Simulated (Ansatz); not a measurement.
This run works on a generated trial structure, not on a known crystal.

Input and command of a plane-wave DFT calculation in Ansatz:

```yaml
crystal:
  lattice:
    - [3.07977272, 0.0, 0.0]
    - [0.0, 2.6539466063, 3.627293731]
    - [0.0, -2.6539466063, 3.627293731]
  atoms:
    - { symbol: Tm, position: [0.0, 0.5335922038, 0.5335922038] }
    - { symbol: B, position: [0.5, 0.3757805826, 0.0555769872] }
    - { symbol: B, position: [0.5, 0.0555769872, 0.3757805826] }
    - { symbol: B, position: [0.0, 0.1590897008, 0.1590897008] }
    - { symbol: Au, position: [0.5, 0.8947835855, 0.8947835855] }
basis:
  ecutwfc: 690
kpoints:
  mp_grid: { grid: [10, 8, 8] }
hamiltonian:
  xc: pbe
  pseudopotentials:
    kind: paw
    azcp: { Tm: "pseudopotentials/pbe/nc/lanthanide_3plus/Tm.nc.azcp" }
scf:
  occupations: { method: gaussian, width: 0.1 }
output:
  forces: true
  stress: true
  eigenvalues: true
relax:
  adjacent_minimum: "off"
  f_tol: 0.01
  max_steps: 80
  cell: { stress_tol: 0.05 }
```

```bash
ansatz run input.yaml --threads 1 --pin off --max-ram 2816MiB --backend cpu --events-out ev --progress --plain --runs-dir out
```

Processor: Intel(R) Xeon(R) Gold 6455B (Sapphire Rapids), 1 thread, on a host shared with other jobs.

Task: Estimate time, memory and problem size.

Result: About 120 s, peak memory 0.6 GiB. It solves 25 bands at 126 k points (after reduction by symmetry) with about 2465 plane waves (on the last cell), in 39 SCF iterations over 7 ionic steps.

With its 4f electrons in the core of a norm-conserving potential, the lanthanide is trivalent by construction, without f bands, f moments or other valences.
